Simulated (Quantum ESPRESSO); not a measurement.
# Band energies of YPO4

```
CELL_PARAMETERS angstrom
     -3.44492     3.44492     3.01187
      3.44492    -3.44492     3.01187
      3.44492     3.44492    -3.01187
ATOMIC_POSITIONS crystal
  O  0.16640 0.34105 0.82535
  O  0.09105 0.76570 0.67465
  O  0.51570 0.34105 0.17465
  O  0.09105 0.41640 0.32535
  O  0.58360 0.90895 0.67465
  O  0.65895 0.83360 0.17465
  O  0.23430 0.90895 0.32535
  O  0.65895 0.48430 0.82535
  P  0.25000 0.75000 0.50000
  P  0.50000 0.50000 0.00000
  Y  0.00000 0.00000 0.00000
  Y  0.75000 0.25000 0.50000
```

norm-conserving PBEsol (Quantum ESPRESSO, 84 Ry, scalar-relativistic); path ΓXMΓZPNZ1M,XP; energies in eV from the valence-band maximum.

| k (1/Å) | point | band 36 | band 37 | band 38 | band 39 | band 40 | band 41 | band 42 | band 43 |
|---|---|---|---|---|---|---|---|---|---|
| 0.00 | Γ | -0.77 | -0.52 | -0.52 | -0.50 | 0.00 | 6.12 | 6.13 | 6.97 |
| 0.21 |  | -0.85 | -0.55 | -0.54 | -0.50 | -0.09 | 6.00 | 6.40 | 6.77 |
| 0.43 |  | -0.87 | -0.64 | -0.61 | -0.51 | -0.29 | 5.88 | 6.31 | 6.85 |
| 0.64 | X | -0.77 | -0.75 | -0.75 | -0.46 | -0.46 | 5.98 | 5.98 | 7.02 |
| 1.07 |  | -1.05 | -0.88 | -0.88 | -0.66 | -0.66 | 6.51 | 6.51 | 7.09 |
| 1.29 | M | -1.06 | -1.03 | -1.03 | -0.69 | -0.69 | 6.72 | 6.72 | 7.24 |
| 1.47 |  | -1.03 | -0.99 | -0.83 | -0.70 | -0.66 | 6.50 | 6.66 | 6.96 |
| 1.84 |  | -0.86 | -0.69 | -0.54 | -0.52 | -0.26 | 5.99 | 6.53 | 6.63 |
| 2.02 |  | -0.80 | -0.56 | -0.51 | -0.50 | -0.07 | 6.04 | 6.32 | 6.84 |
| 2.20 | Γ | -0.77 | -0.52 | -0.52 | -0.50 | 0.00 | 6.12 | 6.13 | 6.97 |
| 2.57 |  | -1.29 | -0.74 | -0.18 | -0.18 | -0.05 | 6.40 | 6.60 | 6.88 |
| 2.75 |  | -1.35 | -0.96 | -0.20 | -0.20 | -0.19 | 6.60 | 6.78 | 6.81 |
| 2.94 |  | -1.30 | -1.12 | -0.46 | -0.32 | -0.32 | 6.71 | 6.72 | 6.85 |
| 3.12 | Z | -1.18 | -1.15 | -0.82 | -0.56 | -0.56 | 6.70 | 6.74 | 7.09 |
| 3.27 |  | -1.28 | -1.09 | -0.64 | -0.46 | -0.44 | 6.62 | 6.66 | 7.01 |
| 3.43 |  | -1.41 | -0.96 | -0.46 | -0.42 | -0.38 | 6.44 | 6.47 | 7.00 |
| 3.58 |  | -1.39 | -0.82 | -0.49 | -0.48 | -0.32 | 6.24 | 6.27 | 7.03 |
| 3.88 | P | -0.98 | -0.95 | -0.95 | -0.46 | -0.46 | 6.07 | 6.07 | 7.13 |
| 4.11 |  | -1.07 | -0.85 | -0.74 | -0.36 | -0.27 | 6.18 | 6.22 | 7.06 |
| 4.34 | N | -1.09 | -0.83 | -0.80 | -0.20 | -0.15 | 6.28 | 6.45 | 6.95 |
| 4.64 |  | -1.30 | -1.00 | -0.46 | -0.39 | -0.27 | 6.47 | 6.59 | 6.87 |
| 4.79 |  | -1.25 | -1.11 | -0.60 | -0.45 | -0.40 | 6.63 | 6.69 | 6.95 |
| 4.94 | Z1 | -1.18 | -1.15 | -0.82 | -0.56 | -0.56 | 6.70 | 6.74 | 7.09 |
| 4.94 | M | -1.06 | -1.03 | -1.03 | -0.69 | -0.69 | 6.72 | 6.72 | 7.24 |
| 5.59 | X | -0.77 | -0.75 | -0.75 | -0.46 | -0.46 | 5.98 | 5.98 | 7.02 |
| 5.72 |  | -0.81 | -0.78 | -0.78 | -0.45 | -0.45 | 6.00 | 6.00 | 7.00 |
| 5.85 |  | -0.89 | -0.85 | -0.85 | -0.45 | -0.45 | 6.03 | 6.03 | 7.04 |
| 6.11 | P | -0.98 | -0.95 | -0.95 | -0.46 | -0.46 | 6.07 | 6.07 | 7.13 |

The PBEsol gap is indirect, 5.88 eV, from Γ to 67 % of the way from Γ to X; the smallest direct gap is 6.09 eV.

Geometry of the Materials Project entry, not relaxed at this level.
